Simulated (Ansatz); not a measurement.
Data:

TaAl:
```yaml
crystal:
  lattice:
    - [3.19594, 0.00000, 0.00000]
    - [0.00000, 3.19594, 0.00000]
    - [0.00000, 0.00000, 3.19594]
  atoms:
    - { symbol: Ta, position: [0.00000, 0.00000, 0.00000] }
    - { symbol: Al, position: [0.50000, 0.50000, 0.50000] }
```

This is the PBEsol-relaxed structure.

Problem. All from plane-wave PAW PBEsol (Ansatz code), unless another level is named. Give the bulk modulus (Birch–Murnaghan fit).

Solution. 161 GPa.

Problem. Give the highest zone-centre frequency.

Solution. 296 cm⁻¹.

Space group Pm-3m (CsCl type). The start of the workflow was typed in or built on a structure type; neither database checked (COD, Materials Project) lists it. Whether it is the stable phase at ambient conditions was not checked. The PBEsol relaxation kept the symmetry of its start. At this level the phase is mechanically unstable. The run is not spin-polarised. As this level gives no gap, phonon frequencies hold no LO–TO term and depend on the k-mesh and smearing (Fermi–Dirac, 0.1 eV here). Scalar-relativistic: spin–orbit coupling is off unless named, which matters more the heavier the elements.

Potentials: the later of the program's two PAW sets.
